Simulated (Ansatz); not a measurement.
Input file for Ansatz (a program for electronic structure):

Ansatz 0.2 input:
```yaml
crystal:
  lattice:
    - [0.0, 2.5594307327, 2.5594307327]
    - [2.5594307327, 0.0, 2.5594307327]
    - [2.5594307327, 2.5594307327, 0.0]
  atoms:
    - { symbol: Ga, position: [0.0, 0.0, 0.0] }
    - { symbol: P, position: [0.5, 0.5, 0.5] }
kpoints:
  mp_grid: { grid: [14, 14, 14] }
hamiltonian:
  xc: r2scan
  pseudopotentials: { azcp: { folder: ./paw }, kind: paw }
scf:
  occupations: { method: gaussian, width: 0.05 }
checkpoint: { read: metal.run }
output: { write_density: true, elf: true, volumetric_format: npy }
basis: { fft_grid_basis: typed }
```

Output (shortened):

```
Pseudopotential: Ga, paw, valence charge 13
Pseudopotential: P, paw, valence charge 5
Functional definition: r2SCAN
Crystal: 2 atoms, lattice volume = 33.532 Å³
Basis set: ecut = 500 eV, 869 PW (Γ), exchange–correlation on 108×108×108 points (64 copies of the dense FFT grid, shifted against one another)
Bands: 17, of which v1, the nominal top of the filled ones, is band 9 counted from 1 (8 counted from 0)
Symmetry: 48 space group operations
Space group: Fm-3m (ITA 225), of the structure as read, at distance tolerance 3.2e-5 Å
k-points: 104 of 2744
Stability of the state it starts from, as read at its close in the unpolarized treatment …
iter 1 solved again at ethr=1.02e-6 eV; its pass at ethr=3.10e-3 eV (dr2=1.83e-4 eV) is discarded
SCF iter   1: F=—  HF=-4549.500210 eV  |F-HF|=—  |Δ(HF+E_count)|=         —  Δρ=2.81e-6  dr2=1.06e-9  dr2_τ=4.95e-11  ethr=1.02e-6  ⟨swp⟩=2.8  Hψ=14873  notcnv=0
preconditioner: auto → none
SCF iter   2: F=—  HF=-4549.500210 eV  |F-HF|=—  |Δ(HF+E_count)|=   4.28e-7  Δρ=2.34e-6  dr2=7.93e-10  dr2_τ=5.98e-11  ethr=5.88e-12  ⟨swp⟩=6.7  Hψ=7940  notcnv=0
SCF iter   3: F=-4549.500210 eV  HF=-4549.500210 eV  |F-HF|=2.19e-10  |Δ(HF+E_count)|=  4.07e-10  Δρ=1.21e-6  dr2=2.15e-10  dr2_τ=1.09e-11  ethr=4.41e-12  ⟨swp⟩=1.0  Hψ=4494  notcnv=0
SCF 1 converged in 3 iterations: F = -4549.500210 eV  dr2 = 2.15e-10
SCF converged after 3 iterations
Free energy (F): -4549.500210 eV
Harris-Foulkes:  -4549.500210 eV  (|F-HF|=2.19e-10)
Internal energy: -4549.499370 eV  (E = F + TS)
E sigma→0 (E₀):  -4549.499790 eV
Entropy (-TS):   -0.000840 eV (-0.420 meV/atom)
Fermi energy:    9.506587 eV
--- Per-component energies (eV) ---
  E_band       = -24.740043
  E_kinetic    = 179.524911
  E_local      = -1442.359915  (includes V_loc(G=0)·N_el)
  E_nonlocal   = -59.852999
  E_hartree    = 921.455834
  E_xc         = -125.423572
  E_vxc        = -122.779581  (∫ρ·V_xc dr)
  E_paw        = -2571.788471  (= ΣΔE_a)
  E_vpaw       = -428.061432  (= ΣTr[D̂ρ^β])
  E_aug_tail   = 0.000034  (compensation charges beyond the density's cutoff)
  E_vtau       = 5.877751  (kinetic-family band-sum trace: ∫τ·v_τ [+ j·A + Jᵃ·Aᵃ] dr)
  E_ewald      = -1450.311284
  E_core_change = -0.743908  (= ΣΔE_core)
  E_smearing   = -0.000840  (= −TS)
  E_closure    = 0.000000  (closes the sum)
  Σ components = -4549.500210   (vs F -4549.500210, Δ=0.00e0)
  [band-id]    e_kinetic+e_local+e_nonlocal+2·e_hartree+e_vxc+e_vpaw+e_augmentation_tail+e_vtau = -24.739562   (vs E_band -24.740043, Δ=4.81e-4)
--- Band table (eV; the first three rows and the last of 104) ---
  k-point 0: bands = ["-5.7393", "-5.7393", "-5.7071", "-5.7071", "-5.7071", "-4.4973", "9.4516", "9.4516", "9.4516", "11.6951", "16.9547", "16.9547", "16.9547", "18.8370", "18.8370", "18.8370", "19.8476"]
  k-point 1: bands = ["-5.7409", "-5.7409", "-5.7074", "-5.7051", "-5.7051", "-4.4155", "8.6634", "9.4434", "9.4434", "12.2877", "16.7438", "17.0048", "17.0048", "17.8817", "17.8817", "18.7999", "21.0788"]
  k-point 2: bands = ["-5.7462", "-5.7462", "-5.7086", "-5.6989", "-5.6989", "-4.1711", "7.2320", "9.4285", "9.4285", "13.0680", "16.2486", "16.2486", "16.4235", "17.8235", "17.8235", "18.7186", "22.8574"]
  k-point 103: bands = ["-5.9234", "-5.7436", "-5.7050", "-5.6808", "-5.6345", "-0.0984", "3.6273", "4.2325", "4.9077", "11.8549", "14.9934", "16.5887", "18.5099", "22.5072", "23.3392", "25.1302", "26.4985"]
```

Cost: very roughly 4 core-seconds on shared cores.

The start of the workflow was typed in or built on a structure type; neither database checked (COD, Materials Project) lists it. It is not the phase usual at ambient conditions (space group No. 216). The r²SCAN relaxation kept the symmetry of its start; whether a distortion lowers the energy is not shown. Spin–orbit coupling is left out wherever it is not named.

Potentials: the earlier of the program's two PAW sets.

Ansatz is a plane-wave DFT program.
